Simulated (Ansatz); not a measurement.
## Surface calculation: bcc Na (110), 1 layer

The slab is cut from the bcc crystal, the stable phase, as relaxed on PAW files (36.97 Å³/atom), with 20 Å of vacuum and a dipole correction:

```
Na
1.0
     3.63482    0.00000    0.00000
    -1.21161    3.42694    0.00000
     0.00000    0.00000   20.00000
Na
1
Cartesian
  0.0000 0.0000 10.0000
```

All numbers are PBE results (scalar-relativistic) from Ansatz 0.2.0, with a Γ-centred 10×10×1 k mesh, Fermi–Dirac smearing of 0.05 eV, no spin polarisation. Methods: LAPW: all electrons, basis error target 1 meV/atom; PAW: frozen-core files, cutoff 420 eV.

The bulk energy comes from a cell in the slab's orientation on a 10×10×6 mesh. The surface energy is (E(slab) − N·E(bulk))/2A at zero smearing, the mean of both faces; thin slabs carry quantum-size effects.

Problem. As cut, the LAPW slab lies 0.305 eV above 1 atom of bulk. What surface energy is that?

Solution. Over two faces of 12.46 Å² it is 12.2 meV/Å², and times 16.02 J/m² per eV/Å² that gives γ = 0.196 J/m².

```
method  γ as cut (J/m²)  Φ as cut (eV)
  LAPW            0.196           2.88
   PAW            0.196           2.89
```

Problem. What changes if the vacuum is set to 9 Å?

Solution. LAPW then gives: no gap, work function 2.93 (top) and 2.95 (bottom) eV; PAW: no gap, work function 2.94 eV. The program warns that the vacuum is too thin.
